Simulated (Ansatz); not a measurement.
FeCo:
```xyz
2
Lattice="2.8450 0.0000 0.0000 0.0000 2.8450 0.0000 0.0000 0.0000 2.8450" Properties=species:S:1:pos:R:3 pbc="T T T"
Co     0.0000     0.0000     0.0000
Fe     1.4225     1.4225     1.4225
```
Starting moments (μB, in the order of the atoms Co Fe): 1.8 2.9.

Relaxed with PBE. Special points in fractions of this cell's reciprocal vectors: Γ (0.000, 0.000, 0.000); X (0.000, 0.500, 0.000); M (0.500, 0.500, 0.000); R (0.500, 0.500, 0.500).

Problem. List the band energies nearest the Fermi level at these points for the program Ansatz at the PBE level (PAW).

Solution. In eV from the Fermi level; about four levels below and three above (degenerate sets whole), none deeper than 8.9 eV; … stands for higher levels left out; points with the same levels are listed once.

```
k                                  below                     above
---  -----------------------------------  ------------------------
Γ ↑        -2.04 -2.04 -0.92 -0.92 -0.92            8.93 8.93 8.93
X ↑              -2.10 -2.00 -0.95 -0.66             15.76 15.76 …
M ↑              -0.67 -0.67 -0.27 -0.27               5.99 6.18 …
R ↑              -1.94 -1.94 -1.73 -1.73            7.53 7.53 7.53
Γ ↓        -3.56 -3.56 -1.20 -1.20 -1.20  0.81 0.81 1.52 1.52 1.52
X ↓        -1.17 -1.17 -0.41 -0.32 -0.32            0.66 1.19 2.08
M ↓              -2.34 -2.34 -0.19 -0.19            0.51 0.59 0.79
R ↓  -2.69 -2.69 -2.69 -2.30 -2.30 -2.30       0.63 0.63 1.52 1.52
```

Space group Pm-3m (CsCl type). The PBE relaxation kept the symmetry of its start. The final state is ferromagnetic, chosen from 5 collinear starts compared on coarse meshes (ties went to the first, and starts can fall back to one state), not a proven ground state. Textbook magnetic order: ferromagnetic.

Potentials: the later of the program's two PAW sets.
